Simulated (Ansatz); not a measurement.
Ansatz input

```yaml
crystal:
  lattice:
    - [2.9581363329, 0.0, 0.0]
    - [-1.4790681664, 2.5618212122, 0.0]
    - [0.0, 0.0, 10.0678831551]
  atoms:
    - { symbol: As, position: [0.0, 1.0, 0.0] }
    - { symbol: As, position: [0.0, 1.0, 0.5] }
    - { symbol: As, position: [0.3333333333, 0.6666666667, 0.25] }
    - { symbol: As, position: [0.6666666667, 0.3333333333, 0.75] }
hamiltonian:
  xc: r2scan
  pseudopotentials:
    kind: paw
    azcp:
      As: "pseudopotentials/As.paw.azcp"
basis:
  ecutwfc: 500
  fft_grid_basis: typed
kpoints:
  mp_grid: { grid: [16, 16, 4], shift: [0, 0, 0] }
magnetization:
  spin_polarized: false
scf:
  occupations: { method: fermi_dirac, width: 0.1 }
```

Terminal output

```
Engine: ansatz 0.2.0, x86_64-unknown-linux-gnu
Pseudopotentials: kind: paw
Pseudopotential: As, paw, valence charge 15, recommended cutoff 500 eV (meta_gga) 
Functional definition: r2SCAN
  parameter k0 = 0.174
  parameter k1 = 0.065
  parameter a1 = 4.9479
  exchange = r2scan_x(k0 = k0, k1 = k1, a1 = a1)
  correlation = r2scan_c
Crystal: 4 atoms, lattice volume = 76.297 Å³
Basis set: ecut = 500 eV, 1981 PW (Γ), exchange–correlation on 96×96×300 points (64 copies of the dense FFT grid, shifted against one another)
Bands: 35, of which v1, the nominal top of the filled ones, is band 30 counted from 1 (29 counted from 0)
Symmetry: 24 space group operations
Space group: P63/mmc (ITA 194), of the structure as read, at distance tolerance 4.2e-5 Å
k-points: 90 of 1024
Non-local potential: As, projectors of the file, l = 0: 2, l = 1: 2, l = 2: 3, l = 3: 1
PAW form: soft (Blöchl's): semilocal exchange-correlation on the pseudo side does not see the compensation charge
PAW frozen core: As, regenerated for the run's functional (the file was generated under x = pbe(κ = 0.804, μ = 0.2195149727645171), c = pbe(β = 0.06672455060314922))
PAW one-centre angular grid: As, 590 points (default); XC on 160 Gauss nodes
Initial density: superposition of atomic densities (neutral atoms: chi_scale 0, normalization atom), corrected by the library's trained network
Initial wavefunctions: pseudopotential atomic-orbital guess
Functional: x = r2scan, c = r2scan; τ floored in thin density (d = 2e-4 eV/Å³)
SCF iter   1: F=—  HF=-19455.458318 eV  |F-HF|=—  |Δ(HF+E_count)|=         —  Δρ=2.69e-3  dr2=4.44e-3  dr2_τ=2.01e-3  ethr=1.77e-3  ⟨swp⟩=5.3  Hψ=11154  notcnv=0
SCF iter   2: F=—  HF=-19455.487304 eV  |F-HF|=—  |Δ(HF+E_count)|=   2.90e-2  Δρ=1.69e-3  dr2=2.13e-3  dr2_τ=2.55e-5  ethr=7.40e-6  ⟨swp⟩=2.0  Hψ=6994  notcnv=0  defer=26
SCF iter   3: F=—  HF=-19455.488627 eV  |F-HF|=—  |Δ(HF+E_count)|=   1.32e-3  Δρ=1.10e-3  dr2=9.62e-4  dr2_τ=9.66e-6  ethr=3.56e-6  ⟨swp⟩=2.0  Hψ=3494  notcnv=0  defer=26
SCF iter   4: F=—  HF=-19455.489502 eV  |F-HF|=—  |Δ(HF+E_count)|=   8.75e-4  Δρ=1.79e-4  dr2=2.08e-5  dr2_τ=4.19e-7  ethr=1.60e-6  ⟨swp⟩=2.0  Hψ=4031  notcnv=0  defer=26
SCF iter   5: F=—  HF=-19455.489520 eV  |F-HF|=—  |Δ(HF+E_count)|=   1.81e-5  Δρ=3.81e-5  dr2=1.43e-6  dr2_τ=2.58e-8  ethr=3.46e-8  ⟨swp⟩=2.6  Hψ=5986  notcnv=0  defer=26
SCF iter   6: F=—  HF=-19455.489520 eV  |F-HF|=—  |Δ(HF+E_count)|=   1.15e-7  Δρ=1.95e-5  dr2=2.56e-7  dr2_τ=3.48e-9  ethr=2.38e-9  ⟨swp⟩=2.0  Hψ=5833  notcnv=0  defer=26
SCF iter   7: F=-19455.489520 eV  HF=-19455.489520 eV  |F-HF|=4.91e-8  |Δ(HF+E_count)|=   9.60e-8  Δρ=7.66e-6  dr2=3.67e-8  dr2_τ=2.90e-10  ethr=1.67e-10  ⟨swp⟩=2.3  Hψ=6230  notcnv=0
SCF 1 converged in 7 iterations: F = -19455.489520 eV  dr2 = 3.67e-8
SCF converged after 7 iterations
Free energy (F): -19455.489520 eV
Harris-Foulkes:  -19455.489520 eV  (|F-HF|=4.91e-8)
Internal energy: -19455.421495 eV  (E = F + TS)
E sigma→0 (E₀):  -19455.455508 eV
Entropy (-TS):   -0.068024 eV (-17.006 meV/atom)
Fermi energy:    12.409319 eV
--- Per-component energies (eV) ---
  E_band       = -869.882831
  E_kinetic    = 407.093287
  E_local      = -5815.736625  (includes V_loc(G=0)·N_el)
  E_nonlocal   = -2682.639692
  E_hartree    = 3325.814037
  E_xc         = -295.702260
  E_vxc        = -337.934934  (∫ρ·V_xc dr)
  E_paw        = -7385.544865  (= ΣΔE_a)
  E_vpaw       = 889.051376  (= ΣTr[D̂ρ^β])
  E_aug_tail   = -0.000025  (compensation charges beyond the density's cutoff)
  E_vtau       = 18.659201  (kinetic-family band-sum trace: ∫τ·v_τ [+ j·A + Jᵃ·Aᵃ] dr)
  E_ewald      = -7002.875722
  E_core_change = -5.829631  (= ΣΔE_core)
  E_smearing   = -0.068024  (= −TS)
  E_closure    = 0.000000  (closes the sum)
  Σ components = -19455.489520   (vs F -19455.489520, Δ=0.00e0)
```

Launched by

```sh
ansatz run input.yaml --threads 1 --pin off --max-ram 3584MiB --backend cpu --events-out ev --progress --plain --runs-dir out
```

On 1 thread of Intel(R) Xeon(R) Platinum 8259CL CPU @ 2.50GHz (Skylake/Cascade Lake) (shared host) this took about 22 s of wall time and 22 s of CPU time.
